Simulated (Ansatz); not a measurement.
Q: Each is relaxed and computed with DFT-PBEsol in the program Ansatz with PAW potentials. Which is the only metal?
A) TiSi, CsCl type
B) SiC3, P-4m2 (C on 1a, C on 2g, Si on 1c)
C) CaTiO3, R3c (Ca on 6a, Ti on 6a, O on 18b)
D) MgO, CsCl type

A: A, TiSi, CsCl type. TiSi: metal; CaTiO3: gap 2.85 eV (indirect); MgO: gap 2.47 eV (indirect); SiC3: gap 1.15 eV (indirect). Constructed cells (a structure type filled with these elements, in neither database checked): TiSi, CsCl type. Typed or built starts, not in the databases checked: CaTiO3, R3c (Ca on 6a, Ti on 6a, O on 18b); SiC3, P-4m2 (C on 1a, C on 2g, Si on 1c). Not the usual ambient phase: MgO, CsCl type. Began spin-polarised and lost the moments: CaTiO3, R3c (Ca on 6a, Ti on 6a, O on 18b). Unstable at this level: TiSi, CsCl type; MgO, CsCl type. All cells were relaxed under the symmetry of their starts (and spin orders); stability against distortions was not tested throughout. Named crystals with no word on spin ran without spin polarisation.

Potentials: the earlier of the program's two PAW sets. The files were generated under PBE; for other functionals the program regenerates the frozen cores, and for LDA and PBEsol the local potential too.
